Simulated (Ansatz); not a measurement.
Li2In, first-principles data

Li₂In:
```yaml
crystal:
  lattice:
    - [2.37242, -4.98766, 0.00000]
    - [2.37242, 4.98766, 0.00000]
    - [0.00000, 0.00000, 4.71261]
  atoms:
    - { symbol: Li, position: [0.24258, 0.75742, 0.25000] }
    - { symbol: Li, position: [0.75742, 0.24258, 0.75000] }
    - { symbol: Li, position: [0.58964, 0.41036, 0.25000] }
    - { symbol: Li, position: [0.41036, 0.58964, 0.75000] }
    - { symbol: In, position: [0.91302, 0.08698, 0.25000] }
    - { symbol: In, position: [0.08698, 0.91302, 0.75000] }
```

Space group Cmcm (No. 63); conventional cell a = 4.745 Å, b = 9.975 Å, c = 4.713 Å, α = 90.00°, β = 90.00°, γ = 90.00°.

Method: r²SCAN in the plane-wave PAW code Ansatz. Structure relaxed to zero pressure with the same functional. Other levels are named where they apply.

Cell and energy:

| Quantity | Value |
|---|---|
| Volume per atom | 18.59 Å³ |
| Density | 3.83 g/cm³ |
| Formation energy from the elements (no fitted shifts) | -352 meV/atom |

Electronic structure:

| Item | Value |
|---|---|
| Electronic character | metallic (no gap) |
| Density of states at the Fermi level | 0.24 states/eV per atom (mean over ±0.08 eV) |

The first step of the workflow began from a Materials Project structure, measured or hypothetical; the Crystallography Open Database copy checked does not list it. With Li and In taken as one species the cell has the higher symmetry Im-3m, so it may be an ordered model of a mixed-site phase. Whether it is the stable phase at ambient conditions was not checked. Symmetry was held in the r²SCAN relaxation; its stability against distortions is not shown here. Axis ratios of metals converge slowly with the k-mesh, so a and c are less sure than the volume. The references are the lowest solids computed at this level, not always the standard phases. Spin–orbit coupling is left out wherever it is not named.

Potentials: the later of the program's two PAW sets.
